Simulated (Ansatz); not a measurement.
Starting cell, CdTe (zinc blende):

```
CELL_PARAMETERS angstrom
      0.00000     6.61805     6.61805
      3.30902     3.30902     6.61805
      3.30902     3.30902     0.00000
ATOMIC_POSITIONS crystal
  Te 0.00000 0.75000 0.75000
  Te 0.50000 0.75000 0.75000
  Cd 0.00000 0.00000 0.00000
  Cd 0.50000 0.00000 0.00000
```

The atoms are displaced by Q × the pattern below (from a DFPT mode at X = (0.5, 0.5, 0.0), largest move 1; Q in Å), at fixed cell. It is one choice among 2 degenerate patterns. (q is in reciprocal vectors of the primitive cell; the cell shown is doubled to hold the pattern.)

```tsv
atom	x	y	z
Te1	-0.719	0.000	0.000
Te2	0.719	0.000	0.000
Cd3	0.000	-1.000	0.000
Cd4	0.000	1.000	0.000
```

These are PBE (plane waves to 420 eV, PAW, scalar-relativistic; Ansatz, a quantum-chemistry and plane-wave program) values and carry that method's errors. k mesh 9×9×9 (Γ-centred), Fermi-Dirac smearing 0.05 eV. E stands for the smeared free energy. CdTe was relaxed with its symmetry unable to fall. Spin-orbit coupling is left out, though Te is heavy. The zero of ΔE is the undisplaced structure.

```
Q (Å)    ΔE (meV/cell)
-------  -------------
-0.1000            8.2
-0.0833            5.7
-0.0667            3.7
-0.0500       withheld
-0.0333            0.9
-0.0167            0.2
0.0000             0.0
0.0167             0.2
0.0333             0.9
0.0500        withheld
0.0667             3.7
0.0833             5.7
0.1000             8.2
```

**Question.** Fit an even polynomial form (powers 2, 4) to the given rows and predict ΔE at Q = 0.0500.

**Answer.** Least squares on the 11 given rows: ΔE = (831.7)·Q² + (-1189)·Q⁴, in meV/cell with Q in Å; root-mean-square residual 0.02 meV/cell. At 0.0500 the fit gives 2.1 meV/cell; the calculation gives 2.1 meV/cell, the same to the digits shown. The quadratic term alone would give 2.1 meV/cell.

(A displaced cell: forces are minus the slopes of the energy, force constants its curvatures, and phonons follow from these.)
